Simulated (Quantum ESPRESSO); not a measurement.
CGe5Si2, input and log of a self-consistent run

Computed values, not a measurement. The program is pw.x of Quantum ESPRESSO 7.5 (plane-wave density functional theory). The cell is made up: 8 atoms on a zincblende/diamond lattice, with randomly drawn elements, strain and displacements, not relaxed. PseudoDojo standard norm-conserving files (v0.5 for PBE, v0.4.1 for LDA and PBEsol) set the functional; there is no spin polarisation, spin-orbit coupling or dispersion term, and the masses in the input are unused placeholders.

Input:

```
&control calculation='scf', pseudo_dir='./dojo.nc.sr.pbe.v0_5.standard.upf', outdir='./o', disk_io='medium', tprnfor=.true., tstress=.true. /
&system ibrav=0, nat=8, ntyp=3, nbnd=51, ecutwfc=82.02448710, nosym=.true., tot_charge=0,
 occupations='smearing', smearing='fd', degauss=0.0073498644
/
&electrons conv_thr=7.350e-09, electron_maxstep=60, /
ATOMIC_SPECIES
C 1.0 C.upf
Ge 1.0 Ge.upf
Si 1.0 Si.upf
CELL_PARAMETERS angstrom
5.4036 0.0052 -0.1024
0.0052 5.4984 -0.0044
-0.1024 -0.0044 5.5607
ATOMIC_POSITIONS angstrom
C -0.098 -0.0477 0.0944
Ge 0.04 2.6864 2.808
Ge 2.6606 -0.0125 2.6436
Ge 2.7052 2.7084 -0.0174
Ge 1.3384 1.4432 1.3512
Si 1.1095 4.1994 3.99
Ge 3.9959 1.3031 3.9978
Si 4.2103 4.4731 1.3531
K_POINTS automatic
6 6 6 1 1 1
```

The log is shortened where brackets say so; the opening notice, blank lines, dates and the lines on written files are dropped, and the path of the files is cut. It prints rydbergs, bohrs and kilobars, and counts compression as positive stress.

```
     Program PWSCF v.7.5
     Parallel version (MPI & OpenMP), running on       1 processor cores
     Number of MPI processes:                 1
     Threads/MPI process:                     1
     [start-up lines left out]
     bravais-lattice index     =            0
     lattice parameter (alat)  =      10.2132  a.u.
     unit-cell volume          =    1114.5341 (a.u.)^3
     number of atoms/cell      =            8
     number of atomic types    =            3
     number of electrons       =        82.00
     number of Kohn-Sham states=           51
     kinetic-energy cutoff     =      82.0245  Ry
     charge density cutoff     =     328.0979  Ry
     scf convergence threshold =      7.3E-09
     mixing beta               =       0.7000
     number of iterations used =            8  plain     mixing
     Exchange-correlation= PBE
                           (   1   4   3   4   0   0   0)
     [axes and pseudopotential details left out]
   Cartesian axes
     site n.     atom                  positions (alat units)
         1        C      tau(   1) = (  -0.0181328  -0.0088259   0.0174667  )
         2        Ge     tau(   2) = (   0.0074011   0.4970606   0.5195600  )
         3        Ge     tau(   3) = (   0.4922868  -0.0023129   0.4891414  )
         4        Ge     tau(   4) = (   0.5005391   0.5011312  -0.0032195  )
         5        Ge     tau(   5) = (   0.2476422   0.2670331   0.2500105  )
         6        Si     tau(   6) = (   0.2052891   0.7770087   0.7382637  )
         7        Ge     tau(   7) = (   0.7393554   0.2411106   0.7397070  )
         8        Si     tau(   8) = (   0.7790255   0.8276510   0.2503621  )
     number of k points=   108  Fermi-Dirac smearing, width (Ry)=  0.0073
     Number of k-points >= 100: set verbosity='high' to print them.
     Dense  grid:   111849 G-vectors     FFT dimensions: (  60,  60,  64)
     Estimated max dynamical RAM per process >     157.09 MB
     Initial potential from superposition of free atoms
     starting charge      81.9946, renormalised to      82.0000
     Starting wfcs are   57 randomized atomic wfcs
     total cpu time spent up to now is       31.4 secs
     per-process dynamical memory:    90.1 Mb
     Self-consistent Calculation
     iteration #  1     ecut=    82.02 Ry     beta= 0.70
     Davidson diagonalization with overlap
     ethr =  1.00E-02,  avg # of iterations =  3.1
     Threshold (ethr) on eigenvalues was too large:
     Diagonalizing with lowered threshold
     Davidson diagonalization with overlap
     ethr =  5.25E-04,  avg # of iterations =  3.9
     total cpu time spent up to now is      193.8 secs
     total energy              =    -921.65196451 Ry
     estimated scf accuracy    <       0.43424799 Ry
     iteration #  2     ecut=    82.02 Ry     beta= 0.70
     Davidson diagonalization with overlap
     ethr =  5.30E-04,  avg # of iterations =  6.6
     total cpu time spent up to now is      289.6 secs
     total energy              =    -921.58665379 Ry
     estimated scf accuracy    <       1.48626563 Ry
     iteration #  3     ecut=    82.02 Ry     beta= 0.70
     Davidson diagonalization with overlap
     ethr =  5.30E-04,  avg # of iterations =  3.6
     total cpu time spent up to now is      379.3 secs
     total energy              =    -921.83096632 Ry
     estimated scf accuracy    <       0.02339985 Ry
     iteration #  4     ecut=    82.02 Ry     beta= 0.70
     Davidson diagonalization with overlap
     ethr =  2.85E-05,  avg # of iterations =  6.5
     total cpu time spent up to now is      455.6 secs
     total energy              =    -921.83587835 Ry
     estimated scf accuracy    <       0.00443824 Ry
     iteration #  5     ecut=    82.02 Ry     beta= 0.70
     Davidson diagonalization with overlap
     ethr =  5.41E-06,  avg # of iterations =  3.7
     total cpu time spent up to now is      528.0 secs
     total energy              =    -921.83664675 Ry
     estimated scf accuracy    <       0.00057415 Ry
     iteration #  6     ecut=    82.02 Ry     beta= 0.70
     Davidson diagonalization with overlap
     ethr =  7.00E-07,  avg # of iterations =  2.2
     total cpu time spent up to now is      597.4 secs
     total energy              =    -921.83677449 Ry
     estimated scf accuracy    <       0.00007818 Ry
     iteration #  7     ecut=    82.02 Ry     beta= 0.70
     Davidson diagonalization with overlap
     ethr =  9.53E-08,  avg # of iterations =  2.2
     total cpu time spent up to now is      672.0 secs
     total energy              =    -921.83679120 Ry
     estimated scf accuracy    <       0.00000208 Ry
     iteration #  8     ecut=    82.02 Ry     beta= 0.70
     Davidson diagonalization with overlap
     ethr =  2.54E-09,  avg # of iterations =  4.1
     total cpu time spent up to now is      754.2 secs
     total energy              =    -921.83679188 Ry
     estimated scf accuracy    <       0.00000098 Ry
     iteration #  9     ecut=    82.02 Ry     beta= 0.70
     Davidson diagonalization with overlap
     ethr =  1.20E-09,  avg # of iterations =  2.0
     total cpu time spent up to now is      822.0 secs
     total energy              =    -921.83679204 Ry
     estimated scf accuracy    <       0.00000013 Ry
     iteration # 10     ecut=    82.02 Ry     beta= 0.70
     Davidson diagonalization with overlap
     ethr =  1.57E-10,  avg # of iterations =  2.2
     total cpu time spent up to now is      889.2 secs
     End of self-consistent calculation
     Number of k-points >= 100: set verbosity='high' to print the bands.
     the Fermi energy is     8.3003 ev
!    total energy              =    -921.83679207 Ry
     estimated scf accuracy    <          4.2E-09 Ry
     smearing contrib. (-TS)   =      -0.00280423 Ry
     internal energy E=F+TS    =    -921.83398785 Ry
     The total energy is F=E-TS. E is the sum of the following terms:
     one-electron contribution =    -534.18751125 Ry
     hartree contribution      =     318.40402506 Ry
     xc contribution           =    -228.35704182 Ry
     ewald contribution        =    -477.69345984 Ry
     convergence has been achieved in  10 iterations
     Forces acting on atoms (cartesian axes, Ry/au):
     atom    1 type  1   force =     0.01567858    0.02116507   -0.02571009
     atom    2 type  2   force =    -0.07214288    0.01669703   -0.04066713
     atom    3 type  2   force =    -0.05293395   -0.02137527    0.02756245
     atom    4 type  2   force =     0.03895830    0.09080996   -0.04787151
     atom    5 type  2   force =    -0.05263767   -0.07285593   -0.06712632
     atom    6 type  3   force =     0.04851526    0.05065540    0.14396365
     atom    7 type  2   force =     0.02826919   -0.00489661    0.11766099
     atom    8 type  3   force =     0.04629317   -0.08019965   -0.10781204
     Total force =     0.312509     Total SCF correction =     0.000458
     Computing stress (Cartesian axis) and pressure
          total   stress  (Ry/bohr**3)                   (kbar)     P=        4.57
   0.00014131   0.00006881  -0.00000148           20.79       10.12       -0.22
   0.00006881   0.00005457   0.00020055           10.12        8.03       29.50
  -0.00000148   0.00020055  -0.00010259           -0.22       29.50      -15.09
     init_run     :     25.93s CPU     31.34s WALL (       1 calls)
     electrons    :    811.17s CPU    857.83s WALL (       1 calls)
     forces       :     11.88s CPU     12.03s WALL (       1 calls)
     stress       :     46.43s CPU     46.62s WALL (       1 calls)
     [timing details left out]
     PWSCF        :  14m55.86s CPU  15m50.28s WALL
     JOB DONE.
```

In other units: free energy -12542.229 eV for the cell, pressure 0.46 GPa, largest force component 3.701 eV/Å. A rerun of a related cell, with the same atoms placed differently, at 1347 eV and a 8 x 8 x 8 mesh moved values by no more than 0.006 eV in energy, 0.04 GPa in stress and 0.019 eV/Å in force.